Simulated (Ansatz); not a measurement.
With PBEsol in the plane-wave PAW code Ansatz, Ga2Mo in the orthorhombic phase (Fddd; Ga on 16f, Mo on 8b) relaxes to a = 4.934 Å, b = 8.275 Å, c = 8.768 Å. Against the elements it lies at -14 kJ/mol of atoms, with no fitted shifts.

Electronic character: metallic (no gap).

An equation-of-state fit gives a bulk modulus of 1600 kbar.

The start of the workflow was typed in or built on a structure type; neither database checked (COD, Materials Project) lists it. Whether it is the stable phase at ambient conditions was not checked. Symmetry was held in the PBEsol relaxation; whether a distortion lowers the energy is not shown. No spin polarisation was allowed. Axis ratios of metals converge slowly with the k-mesh, so a and c are less sure than the volume. The references are the lowest solids computed at this level, not always the standard phases. Spin–orbit coupling is left out wherever it is not named.

Potentials: the earlier of the program's two PAW sets. The files were generated under PBE; for other functionals the program regenerates the frozen cores, and for LDA and PBEsol the local potential too.
